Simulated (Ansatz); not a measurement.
LaB₆ (CaB6 type, space group Pm-3m)

Space group Pm-3m (No. 221); a = b = c = 4.130 Å, α = β = γ = 90.00°

```
atom  site  symmetry       x       y       z
----  ----  --------  ------  ------  ------
La      1a      m-3m  0.0000  0.0000  0.0000
B       6f      4m.m  0.1996  0.5000  0.5000
```

The volume is varied about the relaxed value V₀ at fixed cell shape. The atoms relax within the cell's symmetry.

Calculation: PBEsol (plane waves to 420 eV, PAW, scalar-relativistic; Ansatz, an electronic-structure program). k mesh 11×11×11 (Γ-centred), Fermi-Dirac smearing 0.05 eV. E stands for the smeared free energy. LaB6 is run without spin polarisation. LaB6 was relaxed with its symmetry unable to fall. The zero of ΔE is the relaxed starting cell. The last digit holds for this mesh only.

```tsv
V (Å³/atom)	ΔE (meV/atom)
9.459	22.4
9.580	14.1
9.701	7.8
9.821	3.4
9.942	0.8
10.063	0.0
10.184	0.8
10.304	3.1
10.425	6.9
10.546	12.1
10.667	18.6
```

Question: What is the fitted pressure derivative B₀′?

Answer: 3.7.

Question: What bulk modulus B₀ follows from a third-order Birch-Murnaghan fit?

Answer: 180 GPa.

(Under strain, the slope of the energy per volume gives the stress and its curvature an elastic modulus.)
